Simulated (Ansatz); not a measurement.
Simulated powder pattern, Cu Kα, λ = 1.54184 Å (kinematic, ideal powder, no thermal factors, no anomalous dispersion; the 30 strongest lines at most, above 1 %, up to 2θ = 90°):

```
2θ (°)  I/Imax (%)
------  ----------
28.27          100
47.00           67
55.75           38
68.65          9.5
75.83           14
87.36           19
```

The pattern belongs to a structure relaxed with PBE (plane waves, PAW; program Ansatz).

**Question.** Which of these materials gives this?
A. VSi, CsCl type
B. V, diamond
C. La, diamond
D. SnGe, NiAs type

**Answer.** B, V, diamond

**Question.** Give the lattice parameters.

**Answer.** a = 5.468 Å.

Space group Fd-3m (diamond). The start of the workflow was typed in or built on a structure type; neither database checked (COD, Materials Project) lists it. It is not the phase usual at ambient conditions (space group No. 229). The cell was relaxed with PBE under the symmetry of its start; its stability against distortions is not shown here. Magnetic state: ferromagnetic, chosen from 4 collinear starts compared on coarse meshes (ties went to the first, and starts can fall back to one state), not a proven ground state.

Potentials: the later of the program's two PAW sets.
